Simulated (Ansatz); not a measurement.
MgSe$_{2}$:
Space group Pa-3 (No. 205); a = 6.4738 Å, b = 6.4738 Å, c = 6.4738 Å, α = 90.00°, β = 90.00°, γ = 90.00°

```json
[
 {"atom": "Mg", "site": "4a", "symmetry": ".-3.", "x": "0.0000", "y": "0.0000", "z": "0.0000"},
 {"atom": "Se", "site": "8c", "symmetry": ".3.", "x": "0.3940", "y": "0.3940", "z": "0.3940"}
]
```

Relaxed with r²SCAN.

Problem. Which orbitals make up the states near the band edges in plane-wave PAW r²SCAN (Ansatz code)?

Solution. Top 1 eV of the valence band: Se 4p 97 %. Bottom 1 eV of the conduction band: Se 4p 83 %, Se 4s 6 %, outside the projected shells 8 %. Projections are on Löwdin-orthogonalised atomic valence shells; empty p or d shells of many metals are not among them.

Problem. Tabulate the density of states.

Solution. States/eV per cell of 12 atoms, in 0.25 eV bins, energy from the valence-band maximum.

```tsv
E (eV)	total	Se 4p	Mg 3s	Se 4s
-7.85	0.00	0.00	0.00	0.00
-7.60	0.00	0.00	0.00	0.00
-7.35	0.00	0.00	0.00	0.00
-7.10	0.00	0.00	0.00	0.00
-6.85	0.00	0.00	0.00	0.00
-6.60	0.00	0.00	0.00	0.00
-6.35	0.00	0.00	0.00	0.00
-6.10	0.00	0.00	0.00	0.00
-5.85	0.00	0.00	0.00	0.00
-5.60	0.00	0.00	0.00	0.00
-5.35	0.00	0.00	0.00	0.00
-5.10	0.44	0.40	0.04	0.00
-4.85	12.29	11.05	1.01	0.16
-4.60	9.71	8.64	0.75	0.25
-4.35	8.99	7.99	0.61	0.32
-4.10	6.61	5.70	0.60	0.25
-3.85	8.25	7.18	0.56	0.41
-3.60	5.18	4.59	0.26	0.27
-3.35	6.47	5.87	0.21	0.29
-3.10	7.10	6.53	0.19	0.28
-2.85	7.30	6.77	0.22	0.20
-2.60	8.52	7.91	0.25	0.21
-2.35	10.88	10.27	0.22	0.21
-2.10	5.57	5.30	0.10	0.07
-1.85	4.11	3.75	0.21	0.05
-1.60	4.96	4.54	0.26	0.04
-1.35	10.73	9.99	0.37	0.07
-1.10	9.69	9.19	0.17	0.05
-0.85	15.18	14.57	0.16	0.06
-0.60	10.14	9.82	0.05	0.03
-0.35	5.61	5.46	0.01	0.01
-0.10	2.28	2.23	0.00	0.00
0.15	0.00	0.00	0.00	0.00
0.40	0.00	0.00	0.00	0.00
0.65	0.00	0.00	0.00	0.00
0.90	0.00	0.00	0.00	0.00
1.15	0.00	0.00	0.00	0.00
1.40	0.00	0.00	0.00	0.00
1.65	0.00	0.00	0.00	0.00
1.90	0.00	0.00	0.00	0.00
2.15	3.46	2.70	0.17	0.28
2.40	14.34	11.79	0.40	0.92
2.65	11.64	9.79	0.23	0.71
2.90	2.28	1.97	0.04	0.15
3.15	0.27	0.24	0.00	0.02
3.40	0.00	0.00	0.00	0.00
3.65	0.00	0.00	0.00	0.00
3.90	0.00	0.00	0.00	0.00
4.15	0.00	0.00	0.00	0.00
4.40	0.03	0.01	0.02	0.01
4.65	0.44	0.10	0.23	0.07
4.90	5.94	1.08	2.97	0.43
5.15	8.77	1.54	4.13	0.32
5.40	8.88	1.70	3.89	0.24
5.65	4.01	0.76	1.63	0.10
5.90	5.80	0.51	0.88	0.06
6.15	10.10	0.66	1.01	0.08
6.40	5.36	0.31	0.46	0.03
6.65	9.44	0.39	0.55	0.05
6.90	8.84	0.31	0.36	0.04
```

The first step of the workflow began from a Materials Project structure, measured or hypothetical; the Crystallography Open Database copy checked does not list it. Whether it is the stable phase at ambient conditions was not checked. The cell was relaxed with r²SCAN under the symmetry of its start; its stability against distortions is not shown here. Scalar-relativistic: spin–orbit coupling is off unless named, which matters more the heavier the elements.

Potentials: the earlier of the program's two PAW sets.
